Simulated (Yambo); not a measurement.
BSE-type run in Yambo on FeB₂ (space group Pnma, No. 62), at zero momentum. PBEsol wavefunctions on a 2×2×4 mesh, a = 4.820 Å, b = 4.808 Å, c = 3.742 Å, α = 90.00°, β = 90.00°, γ = 90.00°.

Yambo input:
```
rim_cut
optics
bse
bss
dipoles
em1s
RandQpts= 1000000
RandGvec= 1 Ry
FFTGvecs= 40 Ry
Chimod= "HARTREE"
BSKmod= "SEX"
BSEmod= "resonant"
BSSmod= "hs"
BSENGexx= 15 Ry
BSENGBlk= 3 Ry
% KfnQP_E
 0.078 | 1.0 | 1.0 |
%
% BSEQptR
 1 | 1 |
%
% BSEBands
 23 | 58 |
%
% BEnRange
 0.0 | 8.7 | eV
%
% BDmRange
 0.15 | 0.15 | eV
%
BEnSteps= 174
% BLongDir
 1.0 | 0.0 | 0.0 |
%
BSHayTrs= -0.02
BSSNEig= 24
WRbsWF
% BndsRnXs
 17 | 76 |
%
NGsBlkXs= 3 Ry
% LongDrXs
 1.0 | 1.0 | 1.0 |
%
```

From the report:

The dimension is k points × valence × conduction bands = 16 × 22 × 14 = 4928.
```
   [SLEPC] Approach                          : Krylov-Schur
   [SLEPC] Number of requested eigenvalues   :  24
   [SLEPC] Number of eigenvalues        [NEV]:  24
    [K] Dimension                                    :   4928
    [K] Bands                                        :   23   58
    [K] Exchange res                                 : yes
    [K] Correlation res                              : yes
    [K] W interaction is bare                        : no
    [K] RL vectors exchange                          :   561
    [K] RL vectors correlation                       :   49
    [W] Matrix size                                  :   49
    [W] Bands                                        :   17   76
    [W] Coulomb Cutoff                               : none
    [W] Hxc Kernel                                   : HARTREE
```

Geometry of the Materials Project entry, not relaxed at this level.

The structure is a Materials Project entry; no match was found in the copy of COD used, and its stability was not checked.

The runs are not spin-polarised; magnetic order was not tried.
